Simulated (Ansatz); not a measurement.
NiBi (NiAs type, P6_3/mmc) under volume change, plane-wave PAW r²SCAN (Ansatz code), shape and atoms relaxed at each volume.

```tsv
V (Å³/atom)	E − E(relaxed) (meV/atom)	P (GPa)
17.507	59.1	11.95
18.084	(withheld)	(withheld)
18.662	5.8	3.33
19.239	0.0	0.00
19.816	5.2	-2.80
20.393	19.6	-5.15
20.970	(withheld)	(withheld)
```

### Question
Some entries are withheld; supply them.

### Answer

- 18.084, E − E(relaxed) (meV/atom): 24.7
- 18.084, P (GPa): 7.27
- 20.970, E − E(relaxed) (meV/atom): 41.9
- 20.970, P (GPa): -7.14

### Question
What does a third-order Birch–Murnaghan fit give for V₀, B₀ and B′?

### Answer
V₀ = 19.24 Å³/atom, B₀ = 101 GPa, B′ = 4.7.

The workflow started from a Materials Project entry (that database holds measured and hypothetical structures alike); the Crystallography Open Database copy checked does not list it. Whether it is the stable phase at ambient conditions was not checked. The cell was relaxed with r²SCAN under the symmetry of its start; of distortions, only those at the zone centre were tested. No spin polarisation was allowed. Scalar-relativistic: spin–orbit coupling is off unless named, which matters more the heavier the elements.

Potentials: the later of the program's two PAW sets.
